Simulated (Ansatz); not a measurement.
## SCF log, Gd2TeO2

System: Gd2TeO2, an experimental structure (space group I4/mmm); the cell holds 5 atoms. Source: COD entry 1522151; it may be a high-temperature, high-pressure or metastable form.

The calculation used DFT, r2SCAN, PAW, plane waves, scalar-relativistic (Ansatz development build ahead of 0.2.0).

Input:

```yaml
crystal:
  lattice:
    - [-1.981, 1.981, 6.266]
    - [1.981, -1.981, 6.266]
    - [1.981, 1.981, -6.266]
  atoms:
    - { symbol: O, position: [0.25, 0.75, 0.5] }
    - { symbol: O, position: [0.75, 0.25, 0.5] }
    - { symbol: Te, position: [0.0, 0.0, 0.0] }
    - { symbol: Gd, position: [0.33933, 0.33933, 0.0], spin: 7.0 }
    - { symbol: Gd, position: [0.66067, 0.66067, 0.0], spin: -7.0 }
  symmetry: { detect: false, time_reversal: true }
magnetization:
  spin_polarized: true
hamiltonian:
  xc: r2scan
  pseudopotentials: { kind: paw }
basis:
  ecutwfc: 500
kpoints:
  mp_grid: { grid: [5, 5, 6] }
scf:
  occupations: { method: fermi_dirac, width: 0.05 }
  lower_state_search: "off"
output:
  forces: true
  stress: true
```

Command:
```sh
ansatz run input.yaml --threads 2 --pin off --max-ram 5120MiB --backend cpu --events-out ev --progress --plain --runs-dir out
```

What the program printed (shortened):

```
basis.fft_grid_basis auto: the FFT boxes are laid along the combinations [[1, 0, 1], [0, 1, 1], [0, 0, 1]] of the cell's own vectors, 3.962, 3.962 and 6.864 Å long. The dense box has 30×30×54 points. Along the cell's own vectors, as sized, it would have 54×54×54, 3.24 times as many. [...]
Pseudopotentials: kind: paw
Pseudopotential: O, paw, valence charge 6, recommended cutoff 500 eV (meta_gga), O.paw.azcp
Pseudopotential: Te, paw, valence charge 16, recommended cutoff 500 eV (meta_gga), Te.paw.azcp
Pseudopotential: Gd, paw, valence charge 18, recommended cutoff 500 eV (meta_gga), Gd.paw.azcp
Functional definition: r2SCAN
Crystal: 5 atoms, lattice volume = 98.360 Å³
Basis set: ecut = 500 eV, 2479 PW (Γ), FFT grids on a1+a3, a2+a3, a3, exchange–correlation on 120×120×216 points (64 copies of the dense FFT grid, shifted against one another)
Bands: 47, of which v1, the nominal top of the filled ones, is band 32 counted from 1 (31 counted from 0)
Symmetry: 1 space group operations
k-points: 76 of 150 (time reversal used)
Non-local potential: O, projectors of the file, l = 0: 2, l = 1: 2, l = 2: 1
Non-local potential: Te, projectors of the file, l = 0: 2, l = 1: 2, l = 2: 2, l = 3: 2
Non-local potential: Gd, projectors of the file, l = 0: 3, l = 1: 2, l = 2: 2, l = 3: 3
PAW frozen core: O, regenerated for the run's functional (the file was generated under x = pbe(κ = 0.804, μ = 0.2195149727645171), c = pbe(β = 0.06672455060314922))
PAW frozen core: Te, regenerated for the run's functional (the file was generated under x = pbe(κ = 0.804, μ = 0.2195149727645171), c = pbe(β = 0.06672455060314922))
PAW frozen core: Gd, regenerated for the run's functional (the file was generated under x = pbe(κ = 0.804, μ = 0.2195149727645171), c = pbe(β = 0.06672455060314922))
Initial density: superposition of atomic densities (chi_scale 0.1, normalization cell, long waves kept (reshape's long-wave potential 0.17 eV rms))
Starting moments: Σ|m| = 14 μB on 2 of 5 sites
Initial wavefunctions: pseudopotential atomic-orbital guess
Functional: x = r2scan, c = r2scan; τ floored in thin density (d = 2e-4 eV/Å³)
SCF iter   1: F=-26819.141526 eV  HF=-26824.711411 eV  |F-HF|=5.57e0  |Δ(HF+E_count)|=         —  Δρ=1.87e-1 (↑1.87e-1 ↓1.87e-1)  dr2=1.46e1  dr2_τ=9.82e-1  dr2_m=2.90e1  M=-0.000 μB ∫|m|=13.136 μB  β_m=1.00  ethr=3.10e-3  ⟨swp⟩=5.3  Hψ=25830  notcnv=0  defer=20
preconditioner: auto → Kerker (q_TF=auto, 2.540 Å⁻¹)  [metal: Δε(μ)=0.011 eV  Ē_g=11.848 eV  σ=0.050 eV  W_gap=0.06  n_scr=32 (ndim 8)  ℏωp=26.5 eV  f_vac=0.000  D(μ)=8.95/eV (n_scr^D=120)]
spin=Collinear: Kerker preconditioning applied to the charge; magnetization (m = ρ↑ − ρ↓) channel mixes plain (no charge-response kernel on spin).
SCF iter   2: F=-26832.750690 eV  HF=-26819.765427 eV  |F-HF|=1.30e1  |Δ(HF+E_count)|=    4.95e0  Δρ=7.72e-2 (↑7.72e-2 ↓7.72e-2)  dr2=1.44e0  dr2_τ=1.40e-1  dr2_m=4.80e0  M=0.000 μB ∫|m|=14.148 μB  β_m=1.00  ethr=3.10e-3  ⟨swp⟩=3.2  Hψ=22399  notcnv=0  defer=380  κ⁻¹=1.0e0(r=1)
preconditioner: auto → Resta (q_TF=auto, 2.540 Å⁻¹)  ε∞=5.5  [insulator: Δε(μ)=1.682 eV  Ē_g=12.498 eV  σ=0.050 eV  W_gap=1.00  n_scr=32 (ndim 8)  ℏωp=26.5 eV  f_vac=0.000  D(μ)=0.00/eV (n_scr^D=0)  ε∞_Penn≈5.5]
spin=Collinear: Resta preconditioning applied to the charge; magnetization (m = ρ↑ − ρ↓) channel mixes plain (no charge-response kernel on spin).
SCF iter   3: F=-26833.925663 eV  HF=-26820.113377 eV  |F-HF|=1.38e1  |Δ(HF+E_count)|=   3.48e-1  Δρ=1.74e-2 (↑1.74e-2 ↓1.74e-2)  dr2=5.69e-1  dr2_τ=1.17e-2  dr2_m=4.40e-2  M=-0.000 μB ∫|m|=14.123 μB  β_m=1.00  ethr=2.25e-3  ⟨swp⟩=2.6  Hψ=15890  notcnv=0  defer=378  κ⁻¹=5.4e-3(r=2)
SCF iter   4: F=-26834.608982 eV  HF=-26826.906112 eV  |F-HF|=7.70e0  |Δ(HF+E_count)|=    6.79e0  Δρ=6.43e-3 (↑6.43e-3 ↓6.43e-3)  dr2=1.10e-1  dr2_τ=6.82e-3  dr2_m=7.62e-4  M=0.000 μB ∫|m|=14.098 μB  β_m=0.30  ethr=8.88e-4  ⟨swp⟩=3.0  Hψ=16130  notcnv=0  defer=384
Mixer restart at iter 4: flushing history
spin-set hold released at iteration 4 (site moments contracting): the magnetisation degrees of freedom join the quasi-Newton model from the next iteration; the mixer history was flushed
SCF iter   5: F=-26834.890789 eV  HF=-26830.789930 eV  |F-HF|=4.10e0  |Δ(HF+E_count)|=    3.88e0  Δρ=5.95e-3 (↑5.95e-3 ↓5.95e-3)  dr2=8.03e-2  dr2_τ=4.48e-3  dr2_m=3.82e-3  M=-0.000 μB ∫|m|=14.125 μB  β_m=0.30  ethr=1.71e-4  ⟨swp⟩=3.1  Hψ=15348  notcnv=0  defer=380  κ⁻¹=1.0e0(r=1)
SCF iter   6: F=-26835.081838 eV  HF=-26833.540420 eV  |F-HF|=1.54e0  |Δ(HF+E_count)|=    2.75e0  Δρ=5.43e-3 (↑5.43e-3 ↓5.43e-3)  dr2=4.74e-2  dr2_τ=2.76e-3  dr2_m=1.01e-2  M=0.000 μB ∫|m|=14.135 μB  β_m=0.30  ethr=1.25e-4  ⟨swp⟩=3.0  Hψ=14927  notcnv=0  defer=380  κ⁻¹=1.9e-1(r=2)
SCF iter   7: F=-26835.200934 eV  HF=-26835.177692 eV  |F-HF|=2.32e-2  |Δ(HF+E_count)|=    1.64e0  Δρ=3.94e-3 (↑3.94e-3 ↓3.94e-3)  dr2=9.03e-3  dr2_τ=5.16e-4  dr2_m=1.16e-2  M=0.000 μB ∫|m|=14.146 μB  β_m=0.30  ethr=7.41e-5  ⟨swp⟩=3.0  Hψ=15945  notcnv=0  defer=380  κ⁻¹=2.9e-2(r=3)
SCF iter   8: F=-26835.205318 eV  HF=-26835.200007 eV  |F-HF|=5.31e-3  |Δ(HF+E_count)|=   2.23e-2  Δρ=6.37e-4 (↑6.37e-4 ↓6.37e-4)  dr2=1.11e-3  dr2_τ=1.48e-4  dr2_m=1.75e-4  M=0.000 μB ∫|m|=14.152 μB  β_m=0.30  ethr=1.41e-5  ⟨swp⟩=2.0  Hψ=14152  notcnv=0  defer=404  κ⁻¹=1.1e-2(r=4)
SCF iter   9: F=-26835.205520 eV  HF=-26835.195800 eV  |F-HF|=9.72e-3  |Δ(HF+E_count)|=   4.21e-3  Δρ=3.57e-4 (↑3.57e-4 ↓3.57e-4)  dr2=2.66e-4  dr2_τ=2.06e-5  dr2_m=1.87e-5  M=0.000 μB ∫|m|=14.156 μB  β_m=0.30  ethr=1.74e-6  ⟨swp⟩=2.0  Hψ=14798  notcnv=0  defer=948  κ⁻¹=6.8e-3(r=5)
SCF iter  10: F=-26835.205916 eV  HF=-26835.201638 eV  |F-HF|=4.28e-3  |Δ(HF+E_count)|=   5.84e-3  Δρ=2.58e-4 (↑2.58e-4 ↓2.58e-4)  dr2=1.49e-4  dr2_τ=5.94e-6  dr2_m=9.20e-6  M=0.000 μB ∫|m|=14.156 μB  β_m=0.30  ethr=4.16e-7  ⟨swp⟩=2.0  Hψ=10938  notcnv=0  defer=948  κ⁻¹=3.7e-4(r=6)
SCF iter  11: F=-26835.206226 eV  HF=-26835.206222 eV  |F-HF|=4.20e-6  |Δ(HF+E_count)|=   4.58e-3  Δρ=8.12e-5 (↑8.12e-5 ↓8.12e-5)  dr2=1.65e-5  dr2_τ=2.35e-6  dr2_m=1.43e-6  M=0.000 μB ∫|m|=14.156 μB  β_m=0.30  ethr=2.33e-7  ⟨swp⟩=2.0  Hψ=12776  notcnv=0  defer=948  κ⁻¹=3.1e-5(r=7)
SCF iter  12: F=-26835.206227 eV  HF=-26835.206211 eV  |F-HF|=1.57e-5  |Δ(HF+E_count)|=   1.08e-5  Δρ=4.87e-5 (↑4.87e-5 ↓4.87e-5)  dr2=5.23e-6  dr2_τ=7.58e-8  dr2_m=5.04e-7  M=0.000 μB ∫|m|=14.156 μB  β_m=0.30  ethr=2.58e-8  ⟨swp⟩=2.0  Hψ=11168  notcnv=0  defer=948  κ⁻¹=8.7e-6(r=8)
SCF iter  13: F=-26835.206230 eV  HF=-26835.206218 eV  |F-HF|=1.17e-5  |Δ(HF+E_count)|=   7.10e-6  Δρ=1.20e-5 (↑1.20e-5 ↓1.20e-5)  dr2=3.13e-7  dr2_τ=2.75e-8  dr2_m=3.97e-8  M=0.000 μB ∫|m|=14.156 μB  β_m=0.30  ethr=8.17e-9  ⟨swp⟩=2.0  Hψ=10892  notcnv=0  defer=948  κ⁻¹=7.4e-6(r=8)
SCF iter  14: F=-26835.206231 eV  HF=-26835.206228 eV  |F-HF|=3.07e-6  |Δ(HF+E_count)|=   9.37e-6  Δρ=8.64e-6 (↑8.64e-6 ↓8.64e-6)  dr2=1.60e-7  dr2_τ=4.72e-9  dr2_m=1.11e-8  M=0.000 μB ∫|m|=14.156 μB  β_m=0.30  ethr=1.56e-10  ⟨swp⟩=5.0  Hψ=25308  notcnv=0  κ⁻¹=3.9e-7(r=8)
SCF iter  15: F=-26835.206231 eV  HF=-26835.206231 eV  |F-HF|=1.78e-7  |Δ(HF+E_count)|=   3.10e-6  Δρ=5.13e-6 (↑5.13e-6 ↓5.13e-6)  dr2=3.16e-8  dr2_τ=1.90e-9  dr2_m=8.75e-9  M=0.000 μB ∫|m|=14.156 μB  β_m=0.30  ethr=1.56e-10  ⟨swp⟩=5.0  Hψ=23682  notcnv=0  κ⁻¹=6.2e-7(r=8)
SCF iter  16: F=-26835.206231 eV  HF=-26835.206231 eV  |F-HF|=6.57e-8  |Δ(HF+E_count)|=   1.36e-7  Δρ=2.02e-6 (↑2.02e-6 ↓2.02e-6)  dr2=7.12e-9  dr2_τ=1.63e-10  dr2_m=1.14e-9  M=0.000 μB ∫|m|=14.156 μB  ethr=4.94e-11  ⟨swp⟩=4.0  Hψ=21034  notcnv=0
SCF 1 converged in 16 iterations: F = -26835.206231 eV  dr2 = 7.12e-9
  greatest PAW one-centre occupation: 0.997 electrons in one spin orbital (limit 2), on the Te atom at site 2 (counted from 0), in its partial waves of l = 2
this state was not tested for a lower state beside it, because the mixer in use, unlike msr1, does not test its closes by its own steps (another_mixer; see scf.mixing.algorithm and scf.lower_state_search)
SCF converged after 16 iterations
Magnetization: 0.0000 μB (32.0000 up, 32.0000 down)
Absolute magnetization: 14.1584 μB (∫|ρ↑−ρ↓|, with the PAW one-centre terms)
Spin contamination: 7.0228 ħ² per cell (⟨S²⟩ above its minimum at these occupations)
Per-site moments (μB) at R_I (Å): [(-3.2776e-10, 0.9386), (-6.7430e-11, 0.9386), (-1.9621e-10, 1.4231), (6.8511, 0.9386), (-6.8511, 0.9386)]
Free energy (F): -26835.206231 eV
Harris-Foulkes:  -26835.206231 eV  (|F-HF|=6.57e-8)
Internal energy: -26835.206231 eV  (E = F + TS)
E sigma→0 (E₀):  -26835.206231 eV
Fermi energy:    12.908400 eV
--- Per-component energies (eV) ---
  E_band       = -246.274269
  E_kinetic    = 1342.532873
  E_local      = -5917.085825  (includes V_loc(G=0)·N_el)
  E_nonlocal   = 356.766178
  E_hartree    = 2736.778200
  E_xc         = -717.889480
  E_vxc        = -894.515425  (∫ρ·V_xc dr)
  E_paw        = -17944.286227  (= ΣΔE_a)
  E_vpaw       = -658.048165  (= ΣTr[D̂ρ^β])
  E_aug_tail   = 0.002026  (compensation charges beyond the density's cutoff)
  E_vtau       = 50.518342  (kinetic-family band-sum trace: ∫τ·v_τ [+ j·A + Jᵃ·Aᵃ] dr)
  E_ewald      = -6692.923600
  E_core_change = 0.899624  (= ΣΔE_core)
  E_smearing   = -0.000000  (= −TS)
  E_closure    = 0.000000  (closes the sum)
  Σ components = -26835.206231   (vs F -26835.206231, Δ=0.00e0)
--- Forces (eV/Å), atoms counted from 1 ---
  atom   1  O      0.00101412    -0.00101412     0.00000001
  atom   2  O     -0.00101412     0.00101412    -0.00000000
  atom   3  Te    -0.00000000     0.00000000     0.00000000
  atom   4  Gd    -0.00049494    -0.00049493    -0.08385722
  atom   5  Gd     0.00049494     0.00049493     0.08385721
  max |Σ_I F_I| component: 6.94e-9 eV/Å
--- Stress (GPa, compression-positive) ---
        0.160956      -0.004775       0.005600
       -0.004775       0.160956       0.005600
        0.005600       0.005600       0.726433
  P = ⅓ Tr σ = 0.3494 GPa (3.494 kbar)
```

Among 15 converged runs of this cell from various starts and settings, this end is the lowest found.

Gaps of semilocal functionals run low against measured ones. The mesh has less symmetry than the lattice, which lowers the symmetry of the run.

The run took 4 min on 2 threads of AMD EPYC (Zen 3), with other jobs on the host, peak memory 1 GiB.
